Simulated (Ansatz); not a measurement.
Question: Name crystals whose computed values (r²SCAN (plane waves, PAW; program Ansatz)) fall in these windows: Θ_D (K) 340 to 430; gap (eV) 1.2 to 1.6.

Answer: 

| crystal | Θ_D (K) | gap (eV) |
|---|---|---|
| ZnO, NiAs type | 384 | 1.36 |
Others may fit too.

Not the usual ambient phase: ZnO, NiAs type. The cell was relaxed under the symmetry of its start.

Potentials: the later of the program's two PAW sets.
